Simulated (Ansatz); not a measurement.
InAs:
```xyz
2
Lattice="0.0000 3.0542 3.0542 3.0542 0.0000 3.0542 3.0542 3.0542 0.0000" Properties=species:S:1:pos:R:3 pbc="T T T"
As     4.5812     4.5812     4.5812
In     0.0000     0.0000     0.0000
```

Relaxed with r²SCAN. Special points in fractions of this cell's reciprocal vectors: Γ (0.000, 0.000, 0.000); X (0.500, 0.000, 0.500); U (0.625, 0.250, 0.625); K (0.375, 0.375, 0.750); L (0.500, 0.500, 0.500); W (0.500, 0.250, 0.750).

Q: List the band energies nearest the valence-band maximum at these points for the program Ansatz at the r²SCAN level (PAW).

A: In eV from the valence-band maximum; about four levels below and three above (degenerate sets whole), none deeper than 8.9 eV; points with the same levels are listed once.

| k | below | above |
|---|---|---|
| Γ | 0.00 0.00 0.00 | 0.08 4.26 4.26 4.26 |
| X | -5.80 -2.29 -2.29 | 1.88 2.35 9.63 |
| U | -5.66 -3.21 -1.92 | 2.43 4.56 7.74 |
| L | -5.72 -0.97 -0.97 | 1.25 5.03 5.03 |
| W | -5.65 -2.90 -2.80 | 4.46 4.58 5.41 |

Space group F-43m (zinc blende). Symmetry was held in the r²SCAN relaxation. Scalar-relativistic: spin–orbit coupling is off unless named, which matters more the heavier the elements.

Potentials: the later of the program's two PAW sets.
